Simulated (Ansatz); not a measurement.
NbPS:
```
NbPS
1.0
   -1.69590     2.34358     5.95379
    1.69590    -2.34358     5.95379
    1.69590     2.34358    -5.95379
Nb P S
2 2 2
Direct
  0.37505   0.87505   0.50000
  0.62495   0.12495   0.50000
  0.23722   0.50000   0.73722
  0.76278   0.50000   0.26278
  0.78815   0.78815   0.00000
  0.21185   0.21185   0.00000
```

Relaxed with PBEsol.

Tabulate the valence density and the electron localisation function along the shortest Nb–Nb contact (2.98 Å), plane-wave PAW PBEsol (Ansatz code).



```tsv
distance from Nb (Å)	density (e/Å³)	ELF
0.30	5.18	0.50
0.45	4.83	0.73
0.60	3.54	0.78
0.74	2.09	0.69
0.89	1.07	0.49
1.04	0.57	0.29
1.19	0.38	0.26
1.34	0.32	0.32
1.49	0.30	0.36
1.64	0.32	0.32
1.79	0.38	0.26
1.93	0.57	0.29
2.08	1.07	0.49
2.23	2.09	0.69
2.38	3.54	0.78
2.53	4.83	0.73
2.68	5.18	0.50
```

The density is the valence pseudo-density with augmentation charge, so density and ELF within about 1 Å of a nucleus are not all-electron values.

Space group Immm. The workflow started from an entry of the Crystallography Open Database (COD). Whether it is the stable phase at ambient conditions was not checked. The cell was relaxed with PBEsol under the symmetry of its start; whether a distortion lowers the energy is not shown. No spin polarisation was allowed.

Potentials: the later of the program's two PAW sets.
